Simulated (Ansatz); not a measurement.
HfO$_{2}$: the gap against volume

HfO$_{2}$, Fm-3m, a = 5.058 Å. This isn't the usual stable structure of the compound. Ansatz: r2SCAN, PAW, 500 eV, Γ-centred 8×8×8 mesh on 3 atoms, Gaussian smearing 0.02 eV; no spin polarisation. Symmetry fixes shape and atoms, so the cell is only scaled; x = ln(V/V0) with V0 = 10.785 Å³/atom. The gap is read at the mesh points alone.

```tsv
x	gap y (eV)
-0.1278	4.632
-0.0943	?
-0.0619	4.466
-0.0305	4.384
0.0000	4.303
0.0296	4.223
0.0583	4.143
0.0953	4.039
```

Task: Fit a straight line to the other rows, give the volume deformation potential of the gap and its pressure coefficient, and predict the missing gap. B0 = 270.7 GPa.

Result: Means x = -0.005286, y = 4.3129; Σ(Δx)² = 0.03426, ΣΔxΔy = -0.09110; the slope is their ratio. y = 4.2988 − 2.6593 x. The slope is the deformation potential a = dE_g/d ln V = -2.66 eV, and dE_g/dP = −a/B0 = 9.82 meV/GPa. At x = -0.0943 the fit asked for gives 4.550 eV. The run gave 4.548 eV, so the fit is 0.002 eV too high, within the rms miss on the fitted rows (0.004 eV).

Spin-orbit coupling is left out, which matters for the bands of heavy elements. Semilocal functionals give gaps under the measured ones; changes of the gap mostly carry over better.